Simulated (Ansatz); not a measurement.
Geometry optimisation in Ansatz: input, command and trajectory.

```yaml
crystal:
  lattice:
    - [3.8055859341, 0.0, 0.0]
    - [-1.902792967, 3.2957340952, 0.0]
    - [0.0, 0.0, 6.084922]
  atoms:
    - { symbol: Li, position: [0.33333333, 0.66666667, 0.359162] }
    - { symbol: Li, position: [0.66666667, 0.33333333, 0.640838] }
    - { symbol: Fe, position: [0.0, 0.0, 0.0], spin: 3.72 }
    - { symbol: S, position: [0.33333333, 0.66666667, 0.775927], spin: 0.17 }
    - { symbol: S, position: [0.66666667, 0.33333333, 0.224073], spin: 0.17 }
basis:
  ecutwfc: 420
kpoints:
  mp_grid: { grid: [12, 12, 6] }
hamiltonian:
  xc: pbesol
scf:
  occupations: { method: gaussian, width: 0.1 }
output:
  forces: true
  stress: true
  eigenvalues: true
  populations: true
magnetization:
  spin_polarized: true
relax:
  adjacent_minimum: "off"
  f_tol: 0.01
  max_steps: 40
```

```bash
ansatz run input.yaml --threads 2 --pin off --max-ram 5120MiB --backend cpu --events-out ev --progress --plain --runs-dir out
```

Theory: DFT PBEsol, scalar-relativistic, plane waves, PAW (Ansatz).

Of 3 frames 3 are shown, positions in Å and forces in eV/Å; the SCF threshold varies from step to step.

```xyz
5
Lattice="3.8056 0.0000 0.0000 -1.9028 3.2957 0.0000 0.0000 0.0000 6.0849" Properties=species:S:1:pos:R:3:forces:R:3 pbc="T T T" step=1 free_energy_over_end_meV_per_atom=0.83
Li    0.0000    2.1972    2.1855    0.0000    0.0000    0.0026
Li    1.9028    1.0986    3.8994    0.0000    0.0000   -0.0026
Fe    0.0000    0.0000    0.0000    0.0000    0.0000    0.0000
S     0.0000    2.1972    4.7215    0.0000    0.0000    0.1859
S     1.9028    1.0986    1.3635    0.0000    0.0000   -0.1859
5
Lattice="3.8056 0.0000 0.0000 -1.9028 3.2957 0.0000 0.0000 0.0000 6.0849" Properties=species:S:1:pos:R:3:forces:R:3 pbc="T T T" step=2 free_energy_over_end_meV_per_atom=0.00
Li    0.0000    2.1972    2.1818    0.0000    0.0000    0.0050
Li    1.9028    1.0986    3.9031    0.0000    0.0000   -0.0050
Fe    0.0000    0.0000    0.0000    0.0000    0.0000    0.0000
S     0.0000    2.1972    4.7430    0.0000    0.0000    0.0087
S     1.9028    1.0986    1.3419    0.0000    0.0000   -0.0087
5
Lattice="3.8056 0.0000 0.0000 -1.9028 3.2957 0.0000 0.0000 0.0000 6.0849" Properties=species:S:1:pos:R:3:forces:R:3 pbc="T T T" step=3 free_energy_over_end_meV_per_atom=0.00
Li    0.0000    2.1972    2.1818    0.0000    0.0000    0.0050
Li    1.9028    1.0986    3.9031    0.0000    0.0000   -0.0050
Fe    0.0000    0.0000    0.0000    0.0000    0.0000    0.0000
S     0.0000    2.1972    4.7430    0.0000    0.0000    0.0087
S     1.9028    1.0986    1.3419    0.0000    0.0000   -0.0087
```

Time: 17 s on 2 threads of Intel(R) Xeon(R) 6975P-C (Granite Rapids), with other jobs on the host, peak memory 0.65 GiB.

The cell holds one magnetic atom, so it can only be ferromagnetic; an antiferromagnetic order may lie lower.